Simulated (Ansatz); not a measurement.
WSe2 in space group P6_3/mmc (No. 194; W on 2c, Se on 4f), r²SCAN+D4 (plane waves, PAW; program Ansatz), all energies at zero smearing, with the estimated change up to a 700 eV cutoff added, with one set of potentials and settings (totals compare only within such a set). Cell of 6 atoms (2 W, 4 Se): -42711.752 eV.

| element | reference phase | E (eV/atom) |
|---|---|---|
| W | Im-3m, 1 atoms in the cell | -10397.5157 |
| Se | P3_121, 3 atoms in the cell | -5478.2513 |

Formation energy per atom, worked out: (-42711.752 − 2×(-10397.5157) − 4×(-5478.2513))/6 = -0.619 eV/atom (-60 kJ per mol of atoms), at 0 K, without zero-point energy or fitted corrections.

The r²SCAN+D4 relaxation kept the symmetry of its start. No spin polarisation was allowed. The references are the lowest solids computed at this level, not always the standard phases. Scalar-relativistic: spin–orbit coupling is off unless named, which matters more the heavier the elements.

Potentials: the later of the program's two PAW sets.
